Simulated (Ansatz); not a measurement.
Starting cell, CdS (zinc blende):

```yaml
crystal:
  lattice:
    - [0.00000, 2.93890, 2.93890]
    - [2.93890, 0.00000, 2.93890]
    - [2.93890, 2.93890, 0.00000]
  atoms:
    - { symbol: S, position: [0.75000, 0.75000, 0.75000] }
    - { symbol: Cd, position: [0.00000, 0.00000, 0.00000] }
```

In each cell atom 1 (S, nearest neighbour Cd at 2.545 Å; its periodic images, 4.2 Å or more away, move with it) moves by s·(-0.577, -0.577, 0.577) (towards the nearest neighbour), the rest being held.

Calculation: r2SCAN (plane waves to 500 eV, PAW, scalar-relativistic; Ansatz, a first-principles code). k mesh 8×8×8 (Γ-centred), Fermi-Dirac smearing 0.05 eV. The energy includes the smearing's −TS. CdS was relaxed with its symmetry unable to fall. ΔE is measured from the undisplaced structure.

| s (Å) | ΔE (meV/cell) |
|---|---|
| -0.510 | withheld |
| -0.408 | 215 |
| -0.306 | 141 |
| -0.204 | 73 |
| -0.102 | 21 |
| 0.000 | 0 |
| 0.102 | 29 |
| 0.204 | 136 |
| 0.306 | 359 |
| 0.408 | 754 |
| 0.510 | 1400 |

Fit a polynomial form (powers 2, 3, 4) to the given rows and predict ΔE at s = -0.510.

Least squares on the 10 given rows: ΔE = (2243)·s² + (3983)·s³ + (4209)·s⁴, in meV/cell with s in Å; root-mean-square residual 4.4 meV/cell. At -0.510 the fit gives 340 meV/cell; the calculation gives 287 meV/cell, so the extrapolation is off by 53 (+18.5 %). The quadratic term alone would give 583 meV/cell.

(For displaced atoms, the force is minus the slope of the energy, and its curvature is a force constant, which sets phonon frequencies.)
